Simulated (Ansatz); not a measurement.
**How much do the gradients of MgMnVP₂O₈F₂ depend on the method?**

Cell: a Materials Project structure (computed, not necessarily an observed phase), atoms as given.

Space group P-1 (No. 2); a = 5.2746, b = 5.4495, c = 7.3638 Å, α = 69.04°, β = 71.28°, γ = 89.95°.

| site | Wyckoff | site symmetry | x | y | z |
| --- | --- | --- | --- | --- | --- |
| Mg | 1f | -1 | 0.5000 | 0.0000 | 0.5000 |
| Mn | 1h | -1 | 0.5000 | 0.5000 | 0.5000 |
| V | 1a | -1 | 0.0000 | 0.0000 | 0.0000 |
| P | 2i | 1 | 0.1062 | 0.3719 | 0.2507 |
| O6 | 2i | 1 | 0.1470 | 0.2000 | 0.1129 |
| O7 | 2i | 1 | 0.8143 | 0.2856 | 0.4070 |
| O8 | 2i | 1 | 0.3155 | 0.3051 | 0.3604 |
| O9 | 2i | 1 | 0.8456 | 0.3277 | 0.8762 |
| F | 2i | 1 | 0.3327 | 0.1077 | 0.7511 |

One atom of each set is listed.

First run. Method: Kohn–Sham DFT in Ansatz, PBE, plane waves and PAW, scalar-relativistic, collinear spin, 420 eV cutoff, Γ-centred 7×7×5 k-points, Fermi–Dirac smearing 0.05 eV. Start moments as typed (μB): 5 on each Mn, 1 on each V, none on the rest.

```tsv
site	V_zz (10²¹ V/m²)	η	m (μB)
Mg	1.41	0.15	0.00
Mn	3.97	0.25	4.00
V	-2.56	0.05	0.97
P	1.83	0.50	0.01
O6	9.85	0.14	-0.03
O7	9.87	0.38	0.02
O8	10.09	0.37	0.02
O9	10.79	0.04	0.00
F	9.44	0.59	0.04
```

Second run. The same atoms and settings, except that the functional is r2SCAN and the cutoff is 500 eV.

**Question.** What does the second run give?

**Answer.** 

| site | V_zz | η | change of V_zz | m (μB) |
| --- | --- | --- | --- | --- |
| Mg | 1.48 | 0.19 | +0.07 | 0.00 |
| Mn | 4.56 | 0.23 | +0.59 | 4.11 |
| V | -2.62 | 0.71 | -0.06 | 0.99 |
| P | 2.02 | 0.45 | +0.19 | 0.01 |
| O6 | 10.00 | 0.15 | +0.15 | -0.05 |
| O7 | 9.98 | 0.34 | +0.11 | 0.01 |
| O8 | 10.18 | 0.34 | +0.09 | 0.02 |
| O9 | 10.98 | 0.06 | +0.19 | 0.00 |
| F | 9.29 | 0.59 | -0.15 | 0.04 |

The largest change of V_zz is on Mn, from 3.97 to 4.56. The whole tensor moves most on V, by 1.20 along its most changed direction. In per cent, |V_zz| changes by +15 on Mn, +2 on V, +1 to +2 on O, -2 on F (all sites that start above 2). Where |V_zz| stays above 0.1, η moves most on V, from 0.05 to 0.71. The first run finds no gap above 0.1 eV, the second does.

All moments are parallel here, as the start or the cell imposes; many such compounds order antiparallel, where fields and spin densities carried over to other atoms largely cancel. The magnetic order is the one that the run reached from its start moments, not necessarily the measured one.
For the first run: The largest force is 0.7 eV/Å, so the atoms aren't at the calculated equilibrium and relaxing them would move these values. The run finds no gap above 0.1 eV (a metal, or nearly one), so the gradients can move by 10 % or more with the k-mesh. Semilocal functionals can leave a metal where correlation in the d or f shell opens a gap in the real compound, and that would change the values at and beside Mn and V.
For the second run: At this cell the r2SCAN pressure is -6 GPa, so with r2SCAN the cell would shrink if it were relaxed. The entry's cell may itself be off. The largest force is 0.4 eV/Å, so the atoms aren't at the calculated equilibrium and relaxing them would move these values. The program didn't check the stability of this electronic state in full, so a lower one may lie near. With a gap of 0.15 eV under a smearing of 0.05 eV the band edges are partly filled, so small gradients can hang on the smearing and the k-mesh.
